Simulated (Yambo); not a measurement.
# Optical response of BeO at -1.5 % isotropic strain

```
CELL_PARAMETERS angstrom
      2.65053     0.00000     0.00000
     -1.32527     2.29543     0.00000
      0.00000     0.00000     4.30367
ATOMIC_POSITIONS crystal
  Be 0.33333 0.66667 0.99986
  Be 0.66667 0.33333 0.49986
  O  0.33333 0.66667 0.37764
  O  0.66667 0.33333 0.87764
```

Yambo, RPA with local fields on PBEsol bands; 21×21×12 mesh, 25 bands, 4 Ry local-field block, 0.2 eV broadening; field along x.

```json
[
 {"E (eV)": "0.0", "Im ε": "0.00", "Re ε": "2.99", "Im ε, independent particles": "0.00"},
 {"E (eV)": "0.5", "Im ε": "0.00", "Re ε": "2.99", "Im ε, independent particles": "0.00"},
 {"E (eV)": "1.0", "Im ε": "0.00", "Re ε": "3.00", "Im ε, independent particles": "0.00"},
 {"E (eV)": "1.5", "Im ε": "0.01", "Re ε": "3.01", "Im ε, independent particles": "0.01"},
 {"E (eV)": "2.0", "Im ε": "0.01", "Re ε": "3.03", "Im ε, independent particles": "0.01"},
 {"E (eV)": "2.5", "Im ε": "0.01", "Re ε": "3.06", "Im ε, independent particles": "0.01"},
 {"E (eV)": "3.0", "Im ε": "0.01", "Re ε": "3.09", "Im ε, independent particles": "0.01"},
 {"E (eV)": "3.5", "Im ε": "0.02", "Re ε": "3.13", "Im ε, independent particles": "0.02"},
 {"E (eV)": "4.0", "Im ε": "0.02", "Re ε": "3.17", "Im ε, independent particles": "0.02"},
 {"E (eV)": "4.5", "Im ε": "0.03", "Re ε": "3.23", "Im ε, independent particles": "0.03"},
 {"E (eV)": "5.0", "Im ε": "0.03", "Re ε": "3.30", "Im ε, independent particles": "0.03"},
 {"E (eV)": "5.5", "Im ε": "0.04", "Re ε": "3.38", "Im ε, independent particles": "0.04"},
 {"E (eV)": "6.0", "Im ε": "0.05", "Re ε": "3.49", "Im ε, independent particles": "0.05"},
 {"E (eV)": "6.5", "Im ε": "0.06", "Re ε": "3.61", "Im ε, independent particles": "0.06"},
 {"E (eV)": "7.0", "Im ε": "0.08", "Re ε": "3.78", "Im ε, independent particles": "0.08"},
 {"E (eV)": "7.5", "Im ε": "0.11", "Re ε": "4.00", "Im ε, independent particles": "0.11"},
 {"E (eV)": "8.0", "Im ε": "0.22", "Re ε": "4.33", "Im ε, independent particles": "0.21"},
 {"E (eV)": "8.5", "Im ε": "0.57", "Re ε": "4.60", "Im ε, independent particles": "0.55"},
 {"E (eV)": "9.0", "Im ε": "0.84", "Re ε": "4.73", "Im ε, independent particles": "0.80"},
 {"E (eV)": "9.5", "Im ε": "1.09", "Re ε": "4.98", "Im ε, independent particles": "1.04"},
 {"E (eV)": "10.0", "Im ε": "1.50", "Re ε": "5.38", "Im ε, independent particles": "1.46"},
 {"E (eV)": "10.5", "Im ε": "2.72", "Re ε": "5.90", "Im ε, independent particles": "2.79"},
 {"E (eV)": "11.0", "Im ε": "3.74", "Re ε": "5.20", "Im ε, independent particles": "4.01"},
 {"E (eV)": "11.5", "Im ε": "4.84", "Re ε": "4.20", "Im ε, independent particles": "5.44"},
 {"E (eV)": "12.0", "Im ε": "4.68", "Re ε": "2.91", "Im ε, independent particles": "5.17"},
 {"E (eV)": "12.5", "Im ε": "4.20", "Re ε": "2.07", "Im ε, independent particles": "4.51"},
 {"E (eV)": "13.0", "Im ε": "3.72", "Re ε": "1.82", "Im ε, independent particles": "3.97"},
 {"E (eV)": "13.5", "Im ε": "3.51", "Re ε": "1.37", "Im ε, independent particles": "3.73"},
 {"E (eV)": "14.0", "Im ε": "2.63", "Re ε": "1.32", "Im ε, independent particles": "2.81"},
 {"E (eV)": "14.5", "Im ε": "2.44", "Re ε": "1.96", "Im ε, independent particles": "2.80"},
 {"E (eV)": "15.0", "Im ε": "3.09", "Re ε": "2.39", "Im ε, independent particles": "3.91"},
 {"E (eV)": "15.5", "Im ε": "3.45", "Re ε": "1.96", "Im ε, independent particles": "4.54"},
 {"E (eV)": "16.0", "Im ε": "3.54", "Re ε": "1.47", "Im ε, independent particles": "4.67"},
 {"E (eV)": "16.5", "Im ε": "3.41", "Re ε": "1.31", "Im ε, independent particles": "4.45"},
 {"E (eV)": "17.0", "Im ε": "3.74", "Re ε": "1.05", "Im ε, independent particles": "4.57"},
 {"E (eV)": "17.5", "Im ε": "3.47", "Re ε": "0.44", "Im ε, independent particles": "3.79"},
 {"E (eV)": "18.0", "Im ε": "3.29", "Re ε": "0.34", "Im ε, independent particles": "3.52"},
 {"E (eV)": "18.5", "Im ε": "3.19", "Re ε": "-0.02", "Im ε, independent particles": "3.20"},
 {"E (eV)": "19.0", "Im ε": "2.95", "Re ε": "-0.39", "Im ε, independent particles": "2.77"},
 {"E (eV)": "19.5", "Im ε": "2.53", "Re ε": "-0.40", "Im ε, independent particles": "2.39"},
 {"E (eV)": "20.0", "Im ε": "2.27", "Re ε": "-0.48", "Im ε, independent particles": "2.09"}
]
```

Structure narrower than a few tenths of an eV can come from the finite k mesh. Convergence of the RPA response with its 21×21×12 mesh was not tested. No excitonic effects at this level.

Geometry strained from the cell relaxed with PBEsol, atoms relaxed again.
